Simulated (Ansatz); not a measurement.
TiB2 (MoSi2 or CaC2 type, space group No. 139), PBEsol (plane waves, PAW; program Ansatz), all energies at zero smearing, with the estimated change up to a 700 eV cutoff added, with one set of potentials and settings (totals compare only within such a set). Cell of 3 atoms (1 Ti, 2 B): -2778.878 eV.

| element | reference phase | E (eV/atom) |
|---|---|---|
| Ti | P6/mmm, 3 atoms in the cell | -2473.9117 |
| B | R-3m, 12 atoms in the cell | -152.6698 |

Formation energy per atom, worked out: (-2778.878 − 1×(-2473.9117) − 2×(-152.6698))/3 = 0.124 eV/atom (12 kJ per mol of atoms), at 0 K, without zero-point energy or fitted corrections.

Space group I4/mmm (MoSi2 or CaC2 type). The cell is a constructed one: a structure type filled with these elements; neither database checked (COD, Materials Project) lists it. It is not the phase usual at ambient conditions (space group No. 191). Symmetry was held in the PBEsol relaxation; whether a distortion lowers the energy is not shown. No spin polarisation was allowed. The references are the lowest solids computed at this level, not always the standard phases.

Potentials: the later of the program's two PAW sets.
